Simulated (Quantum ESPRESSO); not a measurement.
## One change at a time to Au2Ir4OsTi

All numbers below are calculated, not measured. They come from Quantum ESPRESSO 7.5, a public plane-wave density functional program. Each row is one single-point run on a made-up periodic cell of eight metal atoms, with elements, volume, strain and displacements drawn at random and not relaxed, so a cell may be unstable or far from any real phase. There is no spin polarisation or spin-orbit coupling.

Settings: PBE unless stated; PseudoDojo standard norm-conserving files; Fermi-Dirac width 0.25 eV, which means electrons at about 2900 K; cutoff 1143 eV; 5 x 5 x 5 k mesh shifted half a step off Gamma. E is the free energy of the whole cell (internal energy minus TS), so a -TS column is already part of it. Stress is positive in tension, and the pressure P is minus a third of its trace.

Checks: one run of this series was repeated at a higher cutoff and on a denser mesh, which moved values by no more than 0.004 eV, 0.09 GPa and 0.014 eV/Å, and a second program with other atomic files agreed on it to 2 % rms in force and 0.5 GPa in pressure. Known limits: heavy elements are run without spin-orbit coupling, which real alloys of them have; a spin test at this wide smearing found no moment, but such smearing suppresses magnetism that the real alloy may have.

The lattice is hexagonal close-packed, and the cell vectors in Å are (-0.026, -0.036, 4.538); (5.697, -0.045, -0.032); (-2.887, 4.851, -0.023), a volume of 124.82 Å³ in run 1. The elements on sites 1 to 8 are Ir Au Os Ir Ir Ti Au Ir. Each later run makes one change to run 1 and keeps the rest. E is counted from run 1, and is n/a where other atomic files have another zero of energy.

| run | change | V (Å³) | P (GPa) | -TS (eV) | rms force (eV/Å) | largest change of a force component (eV/Å) | E (eV) |
|---|---|---|---|---|---|---|---|
| 1 | none | 124.82 | -3.22 | -1.631 | 0.503 | 0.000 | 0.000 |
| 2 | sites 4 and 7 exchanged | 124.82 | -2.79 | -1.645 | 0.525 | 1.322 | 0.114 |
| 3 | all lengths scaled by +0.92 % | 128.30 | -9.33 | -1.698 | 0.457 | 0.129 | 0.138 |
| 4 | LDA in place of PBE | 124.82 | -17.56 | -1.637 | 0.461 | 0.119 | n/a |
| 5 | Mo on site 1 | 124.82 | -0.83 | -1.585 | 0.630 | 0.838 | n/a |
| 6 | site 7 moved by -0.06 Å along x | 124.82 | -3.28 | -1.622 | 0.464 | 0.518 | ? |

## Worked estimate

Along the move dE = -F dx. The force on site 7 along x is -0.689 eV/Å in run 1 and -0.170 eV/Å in run 6, and the move is -0.06 Å, so the mean force times the move gives an estimate.

## Withheld value

Question: what E should run 6 give?

The estimate is -0.026 eV. The calculation gave -0.026 eV.
